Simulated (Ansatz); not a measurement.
## V3Sb: constraining the magnetisation

V3Sb is taken as a measured crystal structure (space group Pm-3n), 8 atoms in the cell. Source: COD entry 1527515, which need not be the ambient phase.

```
V Sb
1.0
     4.90000    0.00000    0.00000
     0.00000    4.90000    0.00000
     0.00000    0.00000    4.90000
V Sb
6 2
Direct
  0.25000 0.00000 0.50000
  0.50000 0.75000 0.00000
  0.75000 0.00000 0.50000
  0.50000 0.25000 0.00000
  0.00000 0.50000 0.75000
  0.00000 0.50000 0.25000
  0.00000 0.00000 0.00000
  0.50000 0.50000 0.50000
```

Numbers behind element symbols give the atom's place in this list.

Theory: Ansatz, DFT, r2SCAN, PAW, plane waves, scalar-relativistic.

```yaml
plane_wave_cutoff: 500 eV
k_point_mesh: 4×4×4 (Γ-centred)
occupations: Fermi–Dirac smearing, 0.1 eV
valence_electrons: 108
```

The total moment includes the space between the atomic spheres.

r2SCAN tends to overstate moments and magnetic energies in itinerant metals.

For a metal this mesh leaves errors of several meV/atom.

Each run fixes N↑ − N↓ and starts with that moment spread in parallel over the V atoms; no search for lower states follows. F is the free energy per cell, and F(lowest) that of the lowest run, the runs with a free moment included. Each row is one local solution, which need not be the lowest state at that M. The run at M = 0 starts without moments and gives the spin-unpolarised solution; a state with cancelling moments wasn't tried, and may lie lower. The program warns that the SCF threshold is loose for stress, so pressures can be off by 0.1 GPa or more.

The run at M = 3.60 μB took 8 s on 2 threads of Intel(R) Xeon(R) 6975P-C, with other jobs on the host, peak memory 0.82 GiB.

```tsv
fixed M (μB/cell)	F − F(lowest) (meV/cell)	moments of V1 V2 V3 V4 V5 V6 (μB)	pressure (GPa)
0.00	0	0.00 0.00 0.00 0.00 0.00 0.00	0.6
0.90	55	0.12 0.12 0.12 0.12 0.12 0.12	0.9
1.80	193	0.25 0.25 0.25 0.25 0.25 0.25	1.3
2.70	394	0.37 0.37 0.37 0.37 0.37 0.37	2.0
3.60	638	0.49 0.49 0.49 0.49 0.49 0.49	2.9
4.50	914	0.61 0.61 0.61 0.61 0.61 0.61	3.8
5.40	1235	0.74 0.74 0.74 0.74 0.74 0.74	5.0
6.30	1604	0.86 0.86 0.86 0.86 0.86 0.86	6.4
7.20	2002	0.97 0.97 0.97 0.97 0.97 0.97	8.0
```

The lowest fixed-moment run is the one at M = 0.00 μB (0 meV). With the constraint released: “parallel moments scaled by 0.1, free total moment [V1 0.20, V2 0.20, V3 0.20, V4 0.20, V5 0.20, V6 0.20 μB]” ends at 0.00 μB, 0 meV; “parallel moments, free total moment [V1 2.00, V2 2.00, V3 2.00, V4 2.00, V5 2.00, V6 2.00 μB]” ends at 0.00 μB, 0 meV.
